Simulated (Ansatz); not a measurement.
Values for one crystal, relaxed and computed with PBE+D3(BJ) in the plane-wave PAW code Ansatz; other levels are named.

* **Volume per atom**: 26.43 Å³
* **Band gap**: 0.81 eV (smallest direct gap 0.84 eV)
* **Formation energy from the elements (no fitted shifts)**: -0.26 eV/atom
* **HSE06 gap on the PBE+D3(BJ) cell**: 1.26 eV
* **Zone-centre stability**: no imaginary mode at Γ
* **Pressure derivative B′**: 8.3
* **Highest zone-centre frequency (without LO–TO term)**: 214 cm^-1

**Question.** Which compound is it?
A. SnSe, Pnma (Sn on 4c, Se on 4c)
B. WS2, P6_3/mmc (W on 2d, S on 4f)
C. Sb2Se3, Pnma (Pearson symbol oP20)
D. Bi2Te3, R-3m (Bi on 6c, Te on 6c, Te on 3a)

**Answer.** C, Sb2Se3, Pnma (Pearson symbol oP20)

The cell was relaxed with PBE+D3(BJ) under the symmetry of its start. The references are the lowest solids computed at this level, not always the standard phases. Scalar-relativistic: spin–orbit coupling is off unless named, which matters more the heavier the elements.

Potentials: the later of the program's two PAW sets.
